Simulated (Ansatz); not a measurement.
TaN (rock salt)

```
CELL_PARAMETERS angstrom
      0.00000     2.20805     2.20805
      2.20805     0.00000     2.20805
      2.20805     2.20805     0.00000
ATOMIC_POSITIONS crystal
  N  0.00000 0.00000 0.00000
  Ta 0.50000 0.50000 0.50000
```

In this cell atom 2 (Ta, nearest neighbour N at 2.208 Å; its periodic images, 3.1 Å or more away, move with it) is moved by s along Cartesian [110], unit vector (0.707, 0.707, 0.000); all other atoms and the cell stay fixed.

Level of theory: PBE (plane waves to 420 eV, PAW, scalar-relativistic; Ansatz, a program for electronic structure). k mesh 15×15×15 (Γ-centred), Fermi-Dirac smearing 0.05 eV. The energy includes the smearing's −TS. With partly filled bands, energies and forces of such displacements shift with the k mesh and the smearing. Spin-orbit coupling is left out, though Ta is heavy. TaN is run without spin polarisation. TaN was relaxed with its symmetry unable to fall. The PAW data are Ansatz's earlier set. This is a high-temperature form of TaN. The zero of ΔE is the undisplaced structure. The last digit holds for this mesh only.

| s (Å) | ΔE (meV/cell) |
|---|---|
| -0.440 | 925.2 |
| -0.352 | withheld |
| -0.264 | 298.6 |
| -0.176 | 122.7 |
| -0.088 | 28.7 |
| 0.000 | 0.0 |
| 0.088 | 28.7 |
| 0.176 | 122.7 |
| 0.264 | 298.6 |
| 0.352 | withheld |
| 0.440 | 925.2 |

Question: Fit an even polynomial form (powers 2, 4, 6) to the given rows and predict ΔE at s = -0.352.

Answer: Least squares on the 9 given rows: ΔE = (3640)·s² + (11140)·s⁴ + (-27160)·s⁶, in meV/cell with s in Å; root-mean-square residual 0.08 meV/cell. At -0.352 the fit gives 570.4 meV/cell; the calculation gives 559.0 meV/cell, so the interpolation is off by 11.4 (+2.0 %). The quadratic term alone would give 451.0 meV/cell.

(A displaced cell: forces are minus the slopes of the energy, force constants its curvatures, and phonons follow from these.)
